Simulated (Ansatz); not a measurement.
# Cs2MgP4H8O16: checking a database structure before trusting its electric field gradients

The cell is a refined structure from the COD, taken as it stands.

```cif
data_Cs2MgP4H8O16
_symmetry_space_group_name_H-M 'P-1'
_symmetry_Int_Tables_number 2
_cell_length_a 7.0935
_cell_length_b 7.4606
_cell_length_c 8.0230
_cell_angle_alpha 83.776
_cell_angle_beta 68.558
_cell_angle_gamma 87.850
loop_
_atom_site_label
_atom_site_type_symbol
_atom_site_symmetry_multiplicity
_atom_site_Wyckoff_symbol
_atom_site_fract_x
_atom_site_fract_y
_atom_site_fract_z
Cs Cs 2 i 0.0904 0.7039 0.2784
Mg Mg 1 h 0.5000 0.5000 0.5000
H4 H 2 i 0.4130 0.3190 0.8170
H6 H 2 i 0.3550 0.2010 0.7190
H8 H 2 i 0.2828 0.0417 0.4276
H10 H 2 i 0.0655 0.2565 0.1046
P12 P 2 i 0.3736 0.2528 0.2388
P14 P 2 i 0.7759 0.1985 0.2518
O16 O 2 i 0.4211 0.2941 0.7146
O18 O 2 i 0.3041 0.3164 0.0855
O20 O 2 i 0.3344 0.3767 0.3829
O22 O 2 i 0.2791 0.0628 0.3238
O24 O 2 i 0.6144 0.2214 0.1485
O26 O 2 i 0.7572 0.3505 0.3636
O28 O 2 i 0.7434 0.0105 0.3514
O30 O 2 i 0.9737 0.2074 0.0826
```

One atom of each set is listed.

Method: Kohn–Sham DFT in Ansatz, PBE, plane waves and PAW, scalar-relativistic, 420 eV cutoff, Γ-centred 3×3×3 k-points, Fermi–Dirac smearing 0.02 eV.

(1) Do the atoms and the cell lie near the calculated equilibrium?

Answers

(1) No. The largest force is 11 eV/Å, on atom 8 (H: 1 O at 0.84 Å; also 1 O at 1.72 Å), and the pressure is 13.4 GPa, with principal stresses up to 22 GPa in size. Bonds to hydrogen as short as 0.84 Å are the usual result of locating hydrogen with X-rays, and they can account for much of this: hydrogen has to be relaxed before the gradients can be taken for those of the compound.
